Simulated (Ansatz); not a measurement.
Sc (fcc, Cu type)

```xyz
1
Lattice="0.0000 2.2764 2.2764 2.2764 0.0000 2.2764 2.2764 2.2764 0.0000" Properties=species:S:1:pos:R:3 pbc="T T T"
Sc     0.0000     0.0000     0.0000
```

This relaxed cell (volume V₀) is scaled evenly in all directions, its shape held. Symmetry pins the atoms to their sites.

Method: PBEsol (plane waves to 420 eV, PAW, scalar-relativistic; Ansatz, a first-principles code). k mesh 18×18×18 (Γ-centred), Fermi-Dirac smearing 0.05 eV. Stress and pressure are positive under compression. Sc is run without spin polarisation. Sc was relaxed with its symmetry unable to fall. This is one of several known forms of Sc; the measured ambient cells at hand have space group No. 194.

At one point of the scan the stress tensor (GPa) is:

```
   -2.0      0.0      0.0
    0.0     -2.0      0.0
    0.0      0.0     -2.0
```

Problem. Which point is it?
A) V/V₀ = 1.080
B) V/V₀ = 1.160
C) V/V₀ = 1.120
D) V/V₀ = 1.040

Solution. D, V/V₀ = 1.040

(A scan under strain: stresses follow from slopes of the energy per volume, elastic moduli from its curvatures.)
